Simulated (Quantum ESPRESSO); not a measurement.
# MgIr2Zn3Ta2: finding a planted mistake in a log

Computed values, not a measurement. The program is pw.x of Quantum ESPRESSO 7.5 (plane-wave density functional theory). The cell is made up: eight metal atoms on a face-centred cubic lattice, with elements, volume, strain and displacements drawn at random and not relaxed, so it may be unstable or far from any real phase. PseudoDojo standard norm-conserving files set the functional (PBE unless stated); there is no spin polarisation or spin-orbit coupling, the Fermi-Dirac width of 0.25 eV means electrons at about 2900 K, and the masses in the input are unused placeholders. Heavy elements are run without spin-orbit coupling, which real alloys of them have. A spin test at this wide smearing found no moment, but such smearing suppresses magnetism that the real alloy may have.

Intended input:

```
&control calculation='scf', pseudo_dir='./dojo.nc.sr.pbe.v0_5.standard.upf', outdir='./o', disk_io='minimal', tprnfor=.true., tstress=.true. /
&system ibrav=0, nat=8, ntyp=4, nbnd=79, ecutwfc=84.00895049, nosym=.true., tot_charge=0,
 occupations='smearing', smearing='fd', degauss=0.0183746611
/
&electrons conv_thr=1.470e-08, electron_maxstep=70, mixing_beta=0.5 /
ATOMIC_SPECIES
Ir 1.0 Ir.upf
Mg 1.0 Mg.upf
Ta 1.0 Ta.upf
Zn 1.0 Zn.upf
CELL_PARAMETERS angstrom
0.0 4.0463 4.0463
4.0463 0.0 4.0463
4.0463 4.0463 0.0
ATOMIC_POSITIONS angstrom
Mg 0.0077 -0.0076 0.0585
Ir 1.9905 2.0484 0.02
Ir 2.0312 -0.0319 2.0451
Zn 4.0394 2.0291 2.0095
Ta 0.0123 1.9992 2.0149
Zn 2.0327 4.0785 1.9476
Zn 2.0175 2.0246 4.0853
Ta 4.0751 4.0765 4.0411
K_POINTS automatic
5 5 5 1 1 1
```

The log is shortened where brackets say so; the opening notice, blank lines, dates and the lines on written files are dropped, and the path of the files is cut. It prints rydbergs, bohrs and kilobars, and counts compression as positive stress. Its total energy is the free energy E - TS of the whole cell.

Log of the intended run:

```
     Program PWSCF v.7.5
     Parallel version (MPI & OpenMP), running on       4 processor cores
     Number of MPI processes:                 4
     Threads/MPI process:                     1
     [start-up lines left out]
     bravais-lattice index     =            0
     lattice parameter (alat)  =      10.8136  a.u.
     unit-cell volume          =     894.1303 (a.u.)^3
     number of atoms/cell      =            8
     number of atomic types    =            4
     number of electrons       =       130.00
     number of Kohn-Sham states=           79
     kinetic-energy cutoff     =      84.0090  Ry
     charge density cutoff     =     336.0358  Ry
     scf convergence threshold =      1.5E-08
     mixing beta               =       0.5000
     number of iterations used =            8  plain     mixing
     Exchange-correlation= PBE
                           (   1   4   3   4   0   0   0)
     [axes and pseudopotential details left out]
   Cartesian axes
     site n.     atom                  positions (alat units)
         1        Mg     tau(   1) = (   0.0013456  -0.0013281   0.0102231  )
         2        Ir     tau(   2) = (   0.3478477   0.3579659   0.0034951  )
         3        Ir     tau(   3) = (   0.3549602  -0.0055747   0.3573892  )
         4        Zn     tau(   4) = (   0.7059010   0.3545932   0.3511680  )
         5        Ta     tau(   5) = (   0.0021495   0.3493680   0.3521117  )
         6        Zn     tau(   6) = (   0.3552223   0.7127339   0.3403507  )
         7        Zn     tau(   7) = (   0.3525660   0.3538068   0.7139222  )
         8        Ta     tau(   8) = (   0.7121397   0.7123843   0.7061981  )
     number of k points=    63  Fermi-Dirac smearing, width (Ry)=  0.0184
                       cart. coord. in units 2pi/alat
        k(    1) = (   0.0707107   0.0707107   0.0707107), wk =   0.0320000
        k(    2) = (   0.2121320   0.2121320  -0.0707107), wk =   0.0320000
     [further k points left out]
     Dense  grid:    93225 G-vectors     FFT dimensions: (  64,  64,  64)
     Estimated max dynamical RAM per process >     408.81 MB
     Estimated total dynamical RAM >       1.53 GB
     Initial potential from superposition of free atoms
     starting charge     129.9967, renormalised to     130.0000
     Starting wfcs are   75 randomized atomic wfcs +    4 random wfcs
     total cpu time spent up to now is        6.3 secs
     per-process dynamical memory:   323.2 Mb
     Self-consistent Calculation
     iteration #  1     ecut=    84.01 Ry     beta= 0.50
     Davidson diagonalization with overlap
     ethr =  1.00E-02,  avg # of iterations =  3.0
     Threshold (ethr) on eigenvalues was too large:
     Diagonalizing with lowered threshold
     Davidson diagonalization with overlap
     ethr =  6.98E-04,  avg # of iterations =  1.0
     total cpu time spent up to now is       34.9 secs
     total energy              =   -2093.77238051 Ry
     estimated scf accuracy    <       0.90859161 Ry
     iteration #  2     ecut=    84.01 Ry     beta= 0.50
     Davidson diagonalization with overlap
     ethr =  6.99E-04,  avg # of iterations =  3.1
     total cpu time spent up to now is       51.8 secs
     total energy              =   -2093.51791860 Ry
     estimated scf accuracy    <       5.00955296 Ry
     [iterations 3 to 10 left out]
     iteration # 11     ecut=    84.01 Ry     beta= 0.50
     Davidson diagonalization with overlap
     ethr =  5.71E-10,  avg # of iterations =  4.3
     total cpu time spent up to now is      184.1 secs
     total energy              =   -2094.18878910 Ry
     estimated scf accuracy    <       0.00000011 Ry
     iteration # 12     ecut=    84.01 Ry     beta= 0.50
     Davidson diagonalization with overlap
     ethr =  8.84E-11,  avg # of iterations =  2.1
     total cpu time spent up to now is      198.4 secs
     End of self-consistent calculation
     [lines on levels left out]
!    total energy              =   -2094.18878911 Ry
     estimated scf accuracy    <       0.00000001 Ry
     smearing contrib. (-TS)   =      -0.08207601 Ry
     internal energy E=F+TS    =   -2094.10671310 Ry
     The total energy is F=E-TS. E is the sum of the following terms:
     one-electron contribution =   -1103.54211996 Ry
     hartree contribution      =     600.13101377 Ry
     xc contribution           =    -297.00419433 Ry
     ewald contribution        =   -1293.69141259 Ry
     convergence has been achieved in  12 iterations
     Forces acting on atoms (cartesian axes, Ry/au):
     atom    1 type  2   force =     0.00391332   -0.00571132   -0.02058719
     atom    2 type  1   force =     0.00523687   -0.01069728    0.00229922
     atom    3 type  1   force =     0.00618708    0.00794166   -0.00796950
     atom    4 type  4   force =    -0.00274359   -0.00438476    0.00747914
     atom    5 type  3   force =     0.00478982    0.02269975    0.00756746
     atom    6 type  4   force =    -0.00123710   -0.00300787    0.01758734
     atom    7 type  4   force =     0.00312102    0.00467584   -0.00527927
     atom    8 type  3   force =    -0.01926741   -0.01151602   -0.00109722
     Total force =     0.048439     Total SCF correction =     0.000409
     Computing stress (Cartesian axis) and pressure
          total   stress  (Ry/bohr**3)                   (kbar)     P=      -63.19
  -0.00074335   0.00010250   0.00010313         -109.35       15.08       15.17
   0.00010250  -0.00027257   0.00008710           15.08      -40.10       12.81
   0.00010313   0.00008710  -0.00027276           15.17       12.81      -40.13
     init_run     :      5.99s CPU      6.16s WALL (       1 calls)
     electrons    :    189.28s CPU    192.13s WALL (       1 calls)
     forces       :      2.02s CPU      2.02s WALL (       1 calls)
     stress       :      6.95s CPU      6.96s WALL (       1 calls)
     [timing details left out]
     PWSCF        :   3m24.36s CPU   3m27.39s WALL
     JOB DONE.
```

A second run was made from an input with one planted mistake. Its log:

```
     Program PWSCF v.7.5
     Parallel version (MPI & OpenMP), running on       4 processor cores
     Number of MPI processes:                 4
     Threads/MPI process:                     1
     [start-up lines left out]
     bravais-lattice index     =            0
     lattice parameter (alat)  =      10.8136  a.u.
     unit-cell volume          =     894.1303 (a.u.)^3
     number of atoms/cell      =            8
     number of atomic types    =            4
     number of electrons       =       130.00
     number of Kohn-Sham states=           79
     kinetic-energy cutoff     =      84.0090  Ry
     charge density cutoff     =     336.0358  Ry
     scf convergence threshold =      1.5E-08
     mixing beta               =       0.5000
     number of iterations used =            8  plain     mixing
     Exchange-correlation= PBE
                           (   1   4   3   4   0   0   0)
     [axes and pseudopotential details left out]
   Cartesian axes
     site n.     atom                  positions (alat units)
         1        Mg     tau(   1) = (   0.0013456  -0.0013281   0.0102231  )
         2        Zn     tau(   2) = (   0.3478477   0.3579659   0.0034951  )
         3        Ir     tau(   3) = (   0.3549602  -0.0055747   0.3573892  )
         4        Ir     tau(   4) = (   0.7059010   0.3545932   0.3511680  )
         5        Ta     tau(   5) = (   0.0021495   0.3493680   0.3521117  )
         6        Zn     tau(   6) = (   0.3552223   0.7127339   0.3403507  )
         7        Zn     tau(   7) = (   0.3525660   0.3538068   0.7139222  )
         8        Ta     tau(   8) = (   0.7121397   0.7123843   0.7061981  )
     number of k points=    63  Fermi-Dirac smearing, width (Ry)=  0.0184
                       cart. coord. in units 2pi/alat
        k(    1) = (   0.0707107   0.0707107   0.0707107), wk =   0.0320000
        k(    2) = (   0.2121320   0.2121320  -0.0707107), wk =   0.0320000
     [further k points left out]
     Dense  grid:    93225 G-vectors     FFT dimensions: (  64,  64,  64)
     Estimated max dynamical RAM per process >     408.81 MB
     Estimated total dynamical RAM >       1.53 GB
     Initial potential from superposition of free atoms
     starting charge     129.9967, renormalised to     130.0000
     Starting wfcs are   75 randomized atomic wfcs +    4 random wfcs
     total cpu time spent up to now is        6.2 secs
     per-process dynamical memory:   323.2 Mb
     Self-consistent Calculation
     iteration #  1     ecut=    84.01 Ry     beta= 0.50
     Davidson diagonalization with overlap
     ethr =  1.00E-02,  avg # of iterations =  3.0
     Threshold (ethr) on eigenvalues was too large:
     Diagonalizing with lowered threshold
     Davidson diagonalization with overlap
     ethr =  6.07E-04,  avg # of iterations =  1.0
     total cpu time spent up to now is       34.8 secs
     total energy              =   -2093.78859961 Ry
     estimated scf accuracy    <       0.78855045 Ry
     iteration #  2     ecut=    84.01 Ry     beta= 0.50
     Davidson diagonalization with overlap
     ethr =  6.07E-04,  avg # of iterations =  2.7
     total cpu time spent up to now is       51.5 secs
     total energy              =   -2093.46613685 Ry
     estimated scf accuracy    <       5.70741609 Ry
     [iterations 3 to 11 left out]
     iteration # 12     ecut=    84.01 Ry     beta= 0.50
     Davidson diagonalization with overlap
     ethr =  1.04E-10,  avg # of iterations =  2.5
     total cpu time spent up to now is      197.5 secs
     total energy              =   -2094.15291606 Ry
     estimated scf accuracy    <       0.00000002 Ry
     iteration # 13     ecut=    84.01 Ry     beta= 0.50
     Davidson diagonalization with overlap
     ethr =  1.24E-11,  avg # of iterations =  2.6
     total cpu time spent up to now is      212.9 secs
     End of self-consistent calculation
     [lines on levels left out]
!    total energy              =   -2094.15291605 Ry
     estimated scf accuracy    <          7.9E-09 Ry
     smearing contrib. (-TS)   =      -0.08744944 Ry
     internal energy E=F+TS    =   -2094.06546661 Ry
     The total energy is F=E-TS. E is the sum of the following terms:
     one-electron contribution =   -1100.94065827 Ry
     hartree contribution      =     598.92176815 Ry
     xc contribution           =    -296.98025852 Ry
     ewald contribution        =   -1295.06631797 Ry
     convergence has been achieved in  13 iterations
     Forces acting on atoms (cartesian axes, Ry/au):
     atom    1 type  2   force =     0.00279734   -0.00591331   -0.02110918
     atom    2 type  4   force =     0.01010808   -0.00809042   -0.00607762
     atom    3 type  1   force =     0.00627191    0.00681895   -0.00260319
     atom    4 type  1   force =    -0.00470120   -0.00668168    0.00408508
     atom    5 type  3   force =    -0.00055627    0.02317730    0.01359418
     atom    6 type  4   force =    -0.00072676   -0.00451370    0.01785315
     atom    7 type  4   force =     0.00567469    0.00464250   -0.00744927
     atom    8 type  3   force =    -0.01886779   -0.00943964    0.00170684
     Total force =     0.049882     Total SCF correction =     0.000057
     Computing stress (Cartesian axis) and pressure
          total   stress  (Ry/bohr**3)                   (kbar)     P=      -73.19
  -0.00046631   0.00025975   0.00011526          -68.60       38.21       16.96
   0.00025975  -0.00043546   0.00012100           38.21      -64.06       17.80
   0.00011526   0.00012100  -0.00059083           16.96       17.80      -86.91
     init_run     :      5.92s CPU      6.08s WALL (       1 calls)
     electrons    :    203.70s CPU    206.66s WALL (       1 calls)
     forces       :      2.05s CPU      2.06s WALL (       1 calls)
     stress       :      7.14s CPU      7.14s WALL (       1 calls)
     [timing details left out]
     PWSCF        :   3m38.94s CPU   3m42.09s WALL
     JOB DONE.
```

Question: the log repeats what the program read. Compare it with the intended run: what was wrong in the second input?

Answer: two atoms have their elements exchanged. The input lines that differ:

```
- Ir 1.9905 2.0484 0.02
+ Zn 1.9905 2.0484 0.02
- Zn 4.0394 2.0291 2.0095
+ Ir 4.0394 2.0291 2.0095
```

```
                                            intended run  run with the mistake
                          free energy (eV)    -28492.890            -28492.402
         entropy term -TS, part of it (eV)        -1.117                -1.190
                            pressure (GPa)         -6.32                 -7.32
size of the largest force component (eV/Å)         0.584                 0.596
largest change of a force component (eV/Å)                               0.215
                                iterations            12                    13
```

For scale, a rerun of the intended cell at a higher cutoff and on a denser mesh moved values by no more than 0.009 eV in energy, 0.05 GPa in stress and 0.003 eV/Å in force, and a second program with other atomic files agreed on that cell to 2 % rms in force and 0.5 GPa in pressure.